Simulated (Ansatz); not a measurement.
Consider the following.

HfO2:
```cif
data_Hf2O4
_chemical_formula_sum 'Hf2 O4'
_space_group_name_H-M_alt 'P42/nmc :1'
_space_group_IT_number 137
_space_group_name_Hall 'P 4n 2n -1n'
_cell_length_a 3.57679
_cell_length_b 3.57679
_cell_length_c 5.20265
_cell_angle_alpha 90.000
_cell_angle_beta 90.000
_cell_angle_gamma 90.000
loop_
_space_group_symop_operation_xyz
  'x, y, z'
  '-y+1/2, x+1/2, z+1/2'
  '-x, -y, z'
  'y+1/2, -x+1/2, z+1/2'
  'x+1/2, -y+1/2, -z+1/2'
  '-y, -x, -z'
  '-x+1/2, y+1/2, -z+1/2'
  'y, x, -z'
  '-x+1/2, -y+1/2, -z+1/2'
  'y, -x, -z'
  'x+1/2, y+1/2, -z+1/2'
  '-y, x, -z'
  '-x, y, z'
  'y+1/2, x+1/2, z+1/2'
  'x, -y, z'
  '-y+1/2, -x+1/2, z+1/2'
loop_
_atom_site_label
_atom_site_type_symbol
_atom_site_symmetry_multiplicity
_atom_site_Wyckoff_symbol
_atom_site_fract_x
_atom_site_fract_y
_atom_site_fract_z
_atom_site_occupancy
Hf1 Hf 2 a 0.00000 0.00000 0.00000 1
O1 O 4 d 0.00000 0.50000 0.19615 1
```

This is the r²SCAN-relaxed structure.

Task: All from r²SCAN in the plane-wave PAW code Ansatz, unless another level is named. Estimate the electron effective mass with spin–orbit coupling.

Result: 0.92, 0.92, 1.0 mₑ (principal values).

Task: And the band gap?

Result: 5.27 eV (indirect).

Task: Give the conduction-band minimum.

Result: at Γ.

Task: Next, the valence-band maximum?

Result: at Z.

Space group P4_2/nmc. This is a known high-temperature phase of the composition, computed here at zero pressure and temperature. Symmetry was held in the r²SCAN relaxation; of distortions, only those at the zone centre were tested. The run is not spin-polarised. Scalar-relativistic: spin–orbit coupling is off unless named, which matters more the heavier the elements.

Potentials: the later of the program's two PAW sets.
